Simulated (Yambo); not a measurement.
Optical response of RbCl at +1 % biaxial strain

```
CELL_PARAMETERS angstrom
      3.92494     0.00000     0.00000
      0.00000     3.92494     0.00000
      0.00000     0.00000     3.87330
ATOMIC_POSITIONS crystal
  Cl 0.50000 0.50000 0.50000
  Rb 0.00000 0.00000 0.00000
```

Yambo, RPA with local fields on PBEsol bands; 10×10×10 mesh, 42 bands, 4 Ry local-field block, 0.2 eV broadening; field along z.

```json
[
 {"E (eV)": "0.0", "Im ε": "0.00", "Re ε": "2.55", "Im ε, independent particles": "0.00"},
 {"E (eV)": "0.4", "Im ε": "0.00", "Re ε": "2.55", "Im ε, independent particles": "0.00"},
 {"E (eV)": "0.8", "Im ε": "0.01", "Re ε": "2.56", "Im ε, independent particles": "0.01"},
 {"E (eV)": "1.1", "Im ε": "0.01", "Re ε": "2.57", "Im ε, independent particles": "0.01"},
 {"E (eV)": "1.5", "Im ε": "0.01", "Re ε": "2.59", "Im ε, independent particles": "0.01"},
 {"E (eV)": "1.9", "Im ε": "0.01", "Re ε": "2.61", "Im ε, independent particles": "0.02"},
 {"E (eV)": "2.2", "Im ε": "0.02", "Re ε": "2.64", "Im ε, independent particles": "0.02"},
 {"E (eV)": "2.6", "Im ε": "0.02", "Re ε": "2.68", "Im ε, independent particles": "0.03"},
 {"E (eV)": "3.0", "Im ε": "0.03", "Re ε": "2.72", "Im ε, independent particles": "0.04"},
 {"E (eV)": "3.4", "Im ε": "0.04", "Re ε": "2.78", "Im ε, independent particles": "0.05"},
 {"E (eV)": "3.8", "Im ε": "0.05", "Re ε": "2.86", "Im ε, independent particles": "0.06"},
 {"E (eV)": "4.1", "Im ε": "0.06", "Re ε": "2.95", "Im ε, independent particles": "0.08"},
 {"E (eV)": "4.5", "Im ε": "0.09", "Re ε": "3.08", "Im ε, independent particles": "0.11"},
 {"E (eV)": "4.9", "Im ε": "0.18", "Re ε": "3.26", "Im ε, independent particles": "0.21"},
 {"E (eV)": "5.2", "Im ε": "0.37", "Re ε": "3.41", "Im ε, independent particles": "0.42"},
 {"E (eV)": "5.6", "Im ε": "0.52", "Re ε": "3.47", "Im ε, independent particles": "0.60"},
 {"E (eV)": "6.0", "Im ε": "0.69", "Re ε": "3.65", "Im ε, independent particles": "0.83"},
 {"E (eV)": "6.4", "Im ε": "0.96", "Re ε": "3.75", "Im ε, independent particles": "1.25"},
 {"E (eV)": "6.8", "Im ε": "1.39", "Re ε": "4.10", "Im ε, independent particles": "1.97"},
 {"E (eV)": "7.1", "Im ε": "2.11", "Re ε": "3.94", "Im ε, independent particles": "3.14"},
 {"E (eV)": "7.5", "Im ε": "2.97", "Re ε": "3.40", "Im ε, independent particles": "4.28"},
 {"E (eV)": "7.9", "Im ε": "3.16", "Re ε": "2.29", "Im ε, independent particles": "3.98"},
 {"E (eV)": "8.2", "Im ε": "2.51", "Re ε": "1.96", "Im ε, independent particles": "3.15"},
 {"E (eV)": "8.6", "Im ε": "2.33", "Re ε": "1.34", "Im ε, independent particles": "2.78"},
 {"E (eV)": "9.0", "Im ε": "1.83", "Re ε": "1.57", "Im ε, independent particles": "2.66"},
 {"E (eV)": "9.4", "Im ε": "1.60", "Re ε": "1.71", "Im ε, independent particles": "2.61"},
 {"E (eV)": "9.8", "Im ε": "1.77", "Re ε": "2.23", "Im ε, independent particles": "3.59"},
 {"E (eV)": "10.1", "Im ε": "2.60", "Re ε": "1.99", "Im ε, independent particles": "4.07"},
 {"E (eV)": "10.5", "Im ε": "2.71", "Re ε": "1.27", "Im ε, independent particles": "2.94"},
 {"E (eV)": "10.9", "Im ε": "2.21", "Re ε": "0.54", "Im ε, independent particles": "1.91"},
 {"E (eV)": "11.2", "Im ε": "1.73", "Re ε": "0.44", "Im ε, independent particles": "1.48"},
 {"E (eV)": "11.6", "Im ε": "1.29", "Re ε": "0.31", "Im ε, independent particles": "1.13"},
 {"E (eV)": "12.0", "Im ε": "0.76", "Re ε": "0.55", "Im ε, independent particles": "0.83"},
 {"E (eV)": "12.4", "Im ε": "0.62", "Re ε": "0.92", "Im ε, independent particles": "0.85"},
 {"E (eV)": "12.8", "Im ε": "0.65", "Re ε": "1.22", "Im ε, independent particles": "1.02"},
 {"E (eV)": "13.1", "Im ε": "0.69", "Re ε": "1.43", "Im ε, independent particles": "1.20"},
 {"E (eV)": "13.5", "Im ε": "0.83", "Re ε": "1.57", "Im ε, independent particles": "1.49"},
 {"E (eV)": "13.9", "Im ε": "0.95", "Re ε": "1.72", "Im ε, independent particles": "1.75"},
 {"E (eV)": "14.2", "Im ε": "1.26", "Re ε": "1.84", "Im ε, independent particles": "2.10"},
 {"E (eV)": "14.6", "Im ε": "1.55", "Re ε": "1.73", "Im ε, independent particles": "2.33"},
 {"E (eV)": "15.0", "Im ε": "1.89", "Re ε": "1.34", "Im ε, independent particles": "2.52"},
 {"E (eV)": "15.4", "Im ε": "1.63", "Re ε": "0.94", "Im ε, independent particles": "2.48"},
 {"E (eV)": "15.8", "Im ε": "1.52", "Re ε": "0.96", "Im ε, independent particles": "2.54"},
 {"E (eV)": "16.1", "Im ε": "1.40", "Re ε": "0.76", "Im ε, independent particles": "2.30"},
 {"E (eV)": "16.5", "Im ε": "1.23", "Re ε": "0.81", "Im ε, independent particles": "2.17"},
 {"E (eV)": "16.9", "Im ε": "1.12", "Re ε": "0.81", "Im ε, independent particles": "2.02"},
 {"E (eV)": "17.2", "Im ε": "1.11", "Re ε": "0.92", "Im ε, independent particles": "2.21"},
 {"E (eV)": "17.6", "Im ε": "1.08", "Re ε": "0.97", "Im ε, independent particles": "2.25"},
 {"E (eV)": "18.0", "Im ε": "1.21", "Re ε": "1.03", "Im ε, independent particles": "2.48"},
 {"E (eV)": "18.4", "Im ε": "1.28", "Re ε": "0.93", "Im ε, independent particles": "2.51"},
 {"E (eV)": "18.8", "Im ε": "1.44", "Re ε": "0.84", "Im ε, independent particles": "2.10"},
 {"E (eV)": "19.1", "Im ε": "1.39", "Re ε": "0.66", "Im ε, independent particles": "1.48"},
 {"E (eV)": "19.5", "Im ε": "1.30", "Re ε": "0.45", "Im ε, independent particles": "1.09"},
 {"E (eV)": "19.9", "Im ε": "1.22", "Re ε": "0.51", "Im ε, independent particles": "0.92"}
]
```

Structure narrower than a few tenths of an eV can come from the finite k mesh. Convergence of the RPA response with its 10×10×10 mesh was not tested. No excitonic effects at this level.

Geometry strained from the cell relaxed with PBEsol, atoms relaxed again.

This is not the ordinary phase of the substance.
